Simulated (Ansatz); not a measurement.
**TaRu₂: computed properties**

Theory: Ansatz 0.2.0, DFT PBE, scalar-relativistic, plane waves, PAW.

Plane waves to 420 eV, a k mesh through Γ of 20×20×20 on the computed 3-atom cell and Gaussian smearing (0.10 eV); no spin polarisation.

The structure is relaxed at this level of theory with its symmetry kept, and needn't be the ground state of this composition.

```
CELL_PARAMETERS angstrom
-1.56569 1.56569 4.79047
1.56569 -1.56569 4.79047
1.56569 1.56569 -4.79047
ATOMIC_POSITIONS crystal
Ta 0.00000 0.00000 0.00000
Ru 0.65403 0.65403 0.00000
Ru 0.34597 0.34597 0.00000
```

| Property | Result |
| --- | --- |
| Space group | I4/mmm (No. 139) |
| Volume per atom | 15.66 Å³ |
| Formation energy from the elements' standard states (uncorrected) | -0.054 eV/atom |
| Kohn–Sham band gap | none (metal) |
| Density of states at the Fermi level | 4.0 states/eV per cell |
| Orbital (Löwdin) character within 0.5 eV of the Fermi level | Ru 4d 81 %, Ta 5d 12 % |
| Bader charge by site (e) | Ta (1 in the cell) 1.29, Ru (2 in the cell) -0.64 |

Spin-orbit coupling is left out, which matters for the bands of heavy elements.

The cell was found from a structure generator's guess, not taken from experiment. Löwdin shares on free-atom orbitals overweight diffuse shells.
